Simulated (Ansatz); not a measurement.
BN:
```yaml
crystal:
  lattice:
    - [0.00000, 1.80485, 1.80485]
    - [1.80485, 0.00000, 1.80485]
    - [1.80485, 1.80485, 0.00000]
  atoms:
    - { symbol: N, position: [0.75000, 0.75000, 0.75000] }
    - { symbol: B, position: [0.00000, 0.00000, 0.00000] }
```

This is the r²SCAN-relaxed structure.

Task: All from r²SCAN in the plane-wave PAW code Ansatz, unless another level is named. Predict the electron effective mass.

Result: 0.29, 0.29, 0.87 mₑ (principal values).

Task: Give the hole effective mass, band 1 of 3 at the edge.

Result: 0.51 along [100], 3.9 along [110], 1.2 along [111] (mₑ).

Task: Predict the smallest direct gap on the standard path.

Result: 9.59 eV.

Task: And the hole effective mass, band 3 of 3 at the edge?

Result: 0.48 along [100], 0.26 along [110], 0.23 along [111] (mₑ).

Task: Predict the weight of the conduction-edge state by species (Voronoi cells).

Result: B 62 %, N 38 %.

Space group F-43m (zinc blende). The cell was relaxed with r²SCAN under the symmetry of its start; phonons on a q-mesh show no instability.

Potentials: the later of the program's two PAW sets.
